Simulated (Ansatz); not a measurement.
Au:
```xyz
2
Lattice="1.4245 -2.4659 0.0000 1.4245 2.4659 0.0000 0.0000 0.0000 4.7230" Properties=species:S:1:pos:R:3 pbc="T T T"
Au     1.4245    -0.8223     3.5422
Au     1.4245     0.8223     1.1807
```

Relaxed with LDA. Special points in fractions of this cell's reciprocal vectors: Γ (0.000, 0.000, 0.000); Y (-0.500, 0.500, 0.000); C0 (-0.333, 0.667, 0.000); Σ0 (0.333, 0.333, 0.000); Z (0.000, 0.000, 0.500); A0 (0.333, 0.333, 0.500); E0 (-0.333, 0.667, 0.500); T (-0.500, 0.500, 0.500); S (0.000, 0.500, 0.000); R (0.000, 0.500, 0.500).

### Question
List the band energies nearest the Fermi level at these points for LDA (plane waves, PAW; program Ansatz).

### Answer
In eV from the Fermi level; about four levels below and three above (degenerate sets whole), none deeper than 8.9 eV; … stands for higher levels left out; points with the same levels are listed once.

| k | below | above |
|---|---|---|
| Γ | -3.70 -3.69 -2.18 -2.18 -1.23 | 2.95 14.48 … |
| Y | -3.89 -1.89 -1.88 -1.67 | 0.35 1.58 5.86 |
| C0 | -3.78 -2.44 -2.44 -2.30 | 2.26 2.26 3.83 |
| Z | -2.67 -2.67 -2.67 -2.67 | 11.08 11.08 … |
| A0 | -3.78 -3.78 -2.13 -2.13 | 4.37 4.37 4.62 4.62 |
| T | -2.46 -2.46 -1.76 -1.76 | 0.36 0.36 4.06 4.06 |
| S | -3.89 -1.89 -1.88 -1.67 | 0.35 1.58 5.85 |

Space group P6_3/mmc (hcp (Mg type)). The workflow started from a Materials Project entry (that database holds measured and hypothetical structures alike); the Crystallography Open Database files this formula in space group No. 194, but the cells were not matched. It is not the phase usual at ambient conditions (space group No. 225). The cell was relaxed with LDA under the symmetry of its start; whether a distortion lowers the energy is not shown. Point labels and valley counts follow the cell and symmetry of the run, lower than the named group. Scalar-relativistic: spin–orbit coupling is off unless named, which matters more the heavier the elements.

Potentials: the later of the program's two PAW sets.
